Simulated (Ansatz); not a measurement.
# LaPt$_{3}$, one cell by several methods

```xyz
4
Lattice="4.2144 0.0000 0.0000 0.0000 4.2144 0.0000 0.0000 0.0000 4.2144" Properties=species:S:1:pos:R:3 pbc="T T T"
La    0.0000    0.0000    0.0000
Pt    0.0000    2.1072    2.1072
Pt    2.1072    2.1072    0.0000
Pt    2.1072    0.0000    2.1072
```

Atoms are numbered in the order listed.

Structure from Materials Project entry mp-11487 (possibly hypothetical), not relaxed further.

Spin polarisation is left out, and whether a magnetic state lies lower isn't shown here.

Spin–orbit coupling is left out, though it moves levels of the heavy atoms by tenths of an eV or more.

Methods: DFT, LDA, PAW with Ansatz's default frozen-core files, scalar-relativistic (Ansatz 0.2.0); DFT, LDA, all-electron PAW with datasets made for the crystal, scalar-relativistic (Ansatz 0.2.0); DFT, LDA, all-electron LAPW, scalar-relativistic (Ansatz 0.2.0).

For PAW: a Γ-centred 10×10×10 k mesh, Fermi–Dirac smearing of 0.08 eV, cutoff 420 eV, no spin polarisation; the PAW files were made with PBE, and the program remakes their frozen cores for this functional. The crystal-made all-electron datasets (AE datasets) take a cutoff of 260 eV at this cell. LAPW targets a basis error of 1 meV/atom. The Ansatz runs share mesh, smearing and spin set-up. Plane-wave (PAW) pressures include the program's estimate of the Pulay term.

Stress and pressure are positive in compression.

No spin–orbit coupling: at heavy atoms the gradients can be off by tens of per cent for that reason.

In a metal, gradients converge slowly with the k mesh: the values move by tens of per cent from one mesh to another, at times in sign, so only the comparison on one mesh counts.

Levels count from the Fermi level.

```json
{"quantity": "pressure (GPa)", "PAW": "-8.70", "AE datasets": "-8.69", "LAPW": "-8.69"}
{"quantity": "highest filled level at R (eV)", "PAW": "-0.150", "AE datasets": "-0.149", "LAPW": "-0.149"}
{"quantity": "lowest empty level at R (eV)", "PAW": "2.259", "AE datasets": "2.259", "LAPW": "2.259"}
{"quantity": "highest filled level at M (eV)", "PAW": "-0.716", "AE datasets": "-0.716", "LAPW": "-0.716"}
{"quantity": "lowest empty level at M (eV)", "PAW": "1.649", "AE datasets": "1.648", "LAPW": "1.648"}
{"quantity": "field gradient Vzz at Pt2 (10²¹ V/m²)", "PAW": "-10.59", "AE datasets": "-10.69", "LAPW": "–"}
```

PAW's pressure differs from the LAPW value by about 0.01 GPa or less. Datasets made for the crystal and LAPW share parts of one code, so their agreement isn't an independent check.
